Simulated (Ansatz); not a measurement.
AlGaAs2:
```
AlGaAs2
1.0
    4.01068     0.00000     0.00000
    0.00000     4.01068     0.00000
    0.00000     0.00000     5.65952
Ga As Al
1 2 1
Direct
  0.00000   0.00000   0.00000
  0.50000   0.00000   0.25021
  0.00000   0.50000   0.74979
  0.50000   0.50000   0.50000
```

Relaxed with PBEsol. PBEsol in the plane-wave PAW code Ansatz gives a gap of 1.01 eV.

Question: What gap does HSE06 give on the same cell (Ansatz, PAW)?

Answer: 1.86 eV, 0.86 eV more. The hybrid was solved on a coarser mesh and at special points; the gap given is the minimum over both.

| k | v1 PBEsol | c1 PBEsol | v1 HSE06 | c1 HSE06 |
|---|---|---|---|---|
| Γ | 0.00 | 1.01 | … | … |
| Z | -1.40 | 1.98 | … | … |
| M | -2.38 | 1.36 | … | … |
| A | -3.08 | 4.40 | -3.29 | 5.25 |
| R | -0.92 | 1.02 | -0.99 | 1.86 |
| X | -1.05 | 2.86 | … | … |

Question: Top valence (v1) and lowest conduction level (c1) in eV from each method's valence maximum (which need not be a listed point): supply the withheld HSE06 values.

Answer: 
- M, v1 HSE06: -2.60
- M, c1 HSE06: 2.08
- Z, v1 HSE06: -1.50
- Z, c1 HSE06: 2.77
- X, v1 HSE06: -1.10
- X, c1 HSE06: 3.76
- Γ, v1 HSE06: 0.00
- Γ, c1 HSE06: 1.94

Cost on shared cores: the PBEsol run (SCF on a 7×7×5 mesh, then bands and DOS) roughly 40 core-seconds, the HSE06 run (SCF on 5×5×4, then a few points) roughly 3.0 core-minutes; the tasks are unlike.

Space group P-4m2. The start of the workflow was typed in or built on a structure type; neither database checked (COD, Materials Project) lists it. Whether it is the stable phase at ambient conditions was not checked. Symmetry was held in the PBEsol relaxation; whether a distortion lowers the energy is not shown. Scalar-relativistic: spin–orbit coupling is off unless named, which matters more the heavier the elements.

Potentials: the later of the program's two PAW sets.
